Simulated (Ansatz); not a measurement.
**Fields on a plane of ZrO2 (fluorite)**

```xyz
3
Lattice="0.0000 2.5446 2.5446 2.5446 0.0000 2.5446 2.5446 2.5446 0.0000" Properties=species:S:1:pos:R:3 pbc="T T T"
Zr     0.0000     0.0000     0.0000
O      1.2723     1.2723     1.2723
O      3.8169     3.8169     3.8169
```

The slice is a {110} plane (indices of the conventional cell) through the point (0.000, 0.000, 0.000) (fractional), spanned by u = [100] and v = [1 -1 -1] in vectors of this cell: u (3.60 Å) and v (5.09 Å, at 90° to u). It covers one period; positions are fractions (u, v).

Atoms on it: Zr at (0.00, 0.00); O at (0.50, 0.75); O at (0.50, 0.25).

All values below come from r2SCAN (plane waves to 500 eV, PAW, scalar-relativistic; Ansatz, a first-principles code). k mesh 11×11×11. These are valence fields of a PAW run, semicore shells included where kept as valence: close to a nucleus they are smooth pseudo fields. The PAW data are Ansatz's earlier set. This is a high-temperature form of ZrO2. ZrO2 is run without spin polarisation. ZrO2 was relaxed with its symmetry unable to fall.

```
v \ u   0.00   0.10   0.20   0.30   0.40   0.50   0.60   0.70   0.80   0.90
-----  -----  -----  -----  -----  -----  -----  -----  -----  -----  -----
0.96   0.012  0.027  0.018  0.013  0.016  0.017  0.016  0.013  0.018  0.027
0.86   0.012  0.013  0.029  0.083  0.203  0.264  0.202  0.083  0.029  0.013
0.75   0.002  0.005  0.030  0.151  0.312  0.009  0.312  0.151  0.030  0.005
0.64   0.001  0.003  0.014  0.061  0.187  0.263  0.187  0.061  0.014  0.003
0.54   0.000  0.001  0.003  0.008  0.014  0.017  0.014  0.008  0.003  0.001
0.43   0.000  0.001  0.005  0.017  0.039  0.053  0.039  0.017  0.005  0.001
0.32   0.001  0.003  0.020  0.097  0.284  0.311  0.284  0.097  0.020  0.003
0.21   0.002  0.006  0.032  0.146  0.330  0.147  0.329  0.146  0.032  0.006
0.11   0.022  0.021  0.025  0.051  0.102  0.135  0.102  0.051  0.025  0.021
0.00   0.003  0.025  0.016  0.008  0.008  0.008  0.008  0.008  0.016  0.025
```

Values: density of the highest valence band (whole band, smooth part) in e/Å³. 

```tsv
v \ u	0.00	0.10	0.20	0.30	0.40	0.50	0.60	0.70	0.80	0.90
0.96	0.027	0.031	0.106	0.057	0.017	0.005	0.017	0.057	0.106	0.031
0.86	0.473	0.231	0.041	0.027	0.037	0.034	0.037	0.027	0.041	0.231
0.75	0.131	0.088	0.030	0.022	0.044	0.008	0.044	0.022	0.030	0.088
0.64	0.032	0.025	0.011	0.002	0.013	0.034	0.013	0.002	0.011	0.025
0.54	0.023	0.022	0.019	0.014	0.008	0.005	0.008	0.014	0.019	0.022
0.43	0.023	0.021	0.016	0.010	0.007	0.008	0.007	0.010	0.016	0.021
0.32	0.047	0.035	0.013	0.003	0.023	0.044	0.023	0.003	0.013	0.035
0.21	0.226	0.140	0.042	0.030	0.058	0.025	0.058	0.030	0.042	0.141
0.11	0.407	0.166	0.032	0.027	0.022	0.016	0.022	0.027	0.031	0.165
0.00	0.010	0.058	0.142	0.066	0.018	0.005	0.018	0.066	0.142	0.058
```

Values: density of the lowest conduction band (whole band as if filled, smooth part) in e/Å³. 

The density on the Zr–O line (2.20 Å) at its density minimum, 1.2 Å from Zr comes out as 0.52 e/Å³ and the ELF at that point is 0.2. Element round which the density of the highest valence band (whole band, smooth part) is largest on this plane: O. Element round which the density of the lowest conduction band (whole band as if filled, smooth part) is largest on this plane: Zr.
